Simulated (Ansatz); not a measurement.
Method: PBEsol, scalar-relativistic; no spin polarisation; PAW, 420 eV, Γ-centred 8×8×8 mesh, 0.05 eV Gaussian smearing; code Ansatz. The datasets are Ansatz's generated set soft_2.

The calculation on LaX, where X is one element, gave:

```
Space group                                           : Pm-3m (No. 221)
Conventional cell                                     : a = 3.521 Å, b = 3.521 Å, c = 3.521 Å, α = 90.00°, β = 90.00°, γ = 90.00°
Volume                                                : 21.83 Å³/atom
Band gap                                              : zero (metallic)
Density of states at the Fermi level                  : 1.7 states/(eV·atom)
f electrons (orthogonalised atomic orbitals)          : La 0.30
Formation energy from the elements (0 K, uncorrected) : 0.88 eV/atom (unstable against the elements)
Bulk modulus (Birch–Murnaghan)                        : 103 GPa
Pressure derivative B0′                               : 5.0
```

Sites: La on 1a, X on 1b.

Q: Which element is X?
A. Ta
B. W
C. Re
D. Ir

A: C. X is Re, so the compound is LaRe.

This is a trial structure made by placing the elements on a prototype's sites, so it needn't be the stable form.

Scalar-relativistic only: spin–orbit splittings of the heavy atoms' levels are missing.
